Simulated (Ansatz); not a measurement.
The relaxed structure here is a generated cell of CoGe2: the first start was made by placing the elements on the sites of a structure type, and the end was not matched to a known phase here, so it may be hypothetical.

The start is a generated trial cell of CoGe2 in the AFLOW prototype A2B_cP6_224_b_a (C3, as in Cu2O). Cell shape, volume and atoms are optimised at zero target pressure with r2SCAN (plane waves to 500 eV, PAW, scalar-relativistic; Ansatz, a quantum-chemistry and plane-wave program). The first steps use a coarse 5×5×5 k-mesh.

Input geometry:
```
CoGe2
1.0
    4.33588     0.00000     0.00000
    0.00000     4.33588     0.00000
    0.00000     0.00000     4.33588
Ge Co
4 2
Direct
  0.75000   0.75000   0.75000
  0.75000   0.25000   0.25000
  0.25000   0.75000   0.25000
  0.25000   0.25000   0.75000
  0.00000   0.00000   0.00000
  0.50000   0.50000   0.50000
```
Spin-polarised start, with parallel moments on Co.

Initial pressure: +93 GPa (positive: the cell is compressed)
Outcome: The space group stays Pn-3m (No. 224) (the run could not lower it); the end is AFLOW prototype A2B_cP6_224_b_a (C3, as in Cu2O), with 6 atoms in the primitive cell
Energy released: 1.47 eV/atom
Volume change: +54.3 %, from 13.59 to 20.97 Å³/atom
Shortest distances (start → end): The closest pairs of elements (up to four, under 3.6 Å), start → end: Co–Ge 1.88 → 2.17 Å; Ge–Ge 3.07 → 3.54 Å
Optimiser moves: 8

The end point of the relaxation:

```cif
data_Co2Ge4
_chemical_formula_sum 'Ge4 Co2'
_space_group_name_H-M_alt 'Pn-3m :1'
_space_group_IT_number 224
_space_group_name_Hall 'P 4n 2 3 -1n'
_cell_length_a 5.01067
_cell_length_b 5.01067
_cell_length_c 5.01067
_cell_angle_alpha 90.000
_cell_angle_beta 90.000
_cell_angle_gamma 90.000
loop_
_atom_site_label
_atom_site_type_symbol
_atom_site_symmetry_multiplicity
_atom_site_Wyckoff_symbol
_atom_site_fract_x
_atom_site_fract_y
_atom_site_fract_z
_atom_site_occupancy
Ge1 Ge 4 c 0.75000 0.75000 0.75000 1
Co1 Co 2 a 0.00000 0.00000 0.00000 1
```

Final values are on a 9×9×9 k-mesh of the relaxed cell. No spin polarisation in the result: the starting moments vanished. A magnetic state may lie lower.

The run could not lose the symmetry of its start, so the end can be a saddle point.

All atoms sit on sites fixed by symmetry, so only the cell could relax.
